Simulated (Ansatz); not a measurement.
Input:

LiNbO3:
```xyz
10
Lattice="2.5671 1.4821 4.6089 -2.5671 1.4821 4.6089 0.0000 -2.9642 4.6089" Properties=species:S:1:pos:R:3 pbc="T T T"
Li     0.0000     0.0000     9.7719
Li     0.0000     0.0000     2.8586
Nb     0.0000     0.0000    13.6758
Nb     0.0000     0.0000     6.7624
O      1.5643    -0.1596     8.1798
O     -0.6439     1.4346     8.1798
O     -0.9204    -1.2749     8.1798
O      1.0028     1.3225     5.8754
O      0.6439    -1.5297     5.8754
O     -1.6467     0.2072     5.8754
```

This is the PBEsol-relaxed structure. Tensor components refer to the Cartesian frame of this cell.

### Question
All from PBEsol in the plane-wave PAW code Ansatz, unless another level is named. Give the bulk modulus (Birch–Murnaghan fit).

### Answer
108 GPa.

### Question
Predict the piezoelectric stress constants (proper, relaxed ions, C/m²).

### Answer
e15 = e24 = -3.79, e16 = e21 = 2.59, e22 = -2.59, e31 = e32 = -0.34, e33 = -1.73.

### Question
Predict the elastic constants (relaxed ions, GPa).

### Answer
C11 = 198, C12 = 59.9, C13 = 68.5, C14 = 9.6, C33 = 233, C44 = 58.1.

Space group R3c. The cell was relaxed with PBEsol under the symmetry of its start. No spin polarisation was allowed. Signs of piezoelectric constants follow the polarity of the cell as given.

Potentials: the earlier of the program's two PAW sets. The files were generated under PBE; for other functionals the program regenerates the frozen cores, and for LDA and PBEsol the local potential too.
